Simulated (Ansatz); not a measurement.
LiAu3 (Cu3Au type, Pm-3m) under volume change, PBEsol (plane waves, PAW; program Ansatz), scaled uniformly.

| V (Å³/atom) | E − E(relaxed) (meV/atom) | P (GPa) |
|---|---|---|
| 14.403 | 62.5 | 15.68 |
| 14.878 | ? | ? |
| 15.352 | ? | ? |
| 15.827 | 0.0 | 0.00 |
| 16.302 | 5.2 | -3.43 |
| 16.777 | 19.8 | -6.27 |
| 17.252 | 41.9 | -8.61 |

Task: Some entries are withheld; supply them.

Result: 
- 15.352, E − E(relaxed) (meV/atom): 6.0
- 15.352, P (GPa): 4.18
- 14.878, E − E(relaxed) (meV/atom): 25.8
- 14.878, P (GPa): 9.33

Task: What does a third-order Birch–Murnaghan fit give for V₀, B₀ and B′?

Result: V₀ = 15.83 Å³/atom, B₀ = 127 GPa, B′ = 5.7.

The workflow started from an entry of the Crystallography Open Database (COD). Whether it is the stable phase at ambient conditions was not checked. Symmetry was held in the PBEsol relaxation; whether a distortion lowers the energy is not shown. Scalar-relativistic: spin–orbit coupling is off unless named, which matters more the heavier the elements.

Potentials: the later of the program's two PAW sets.
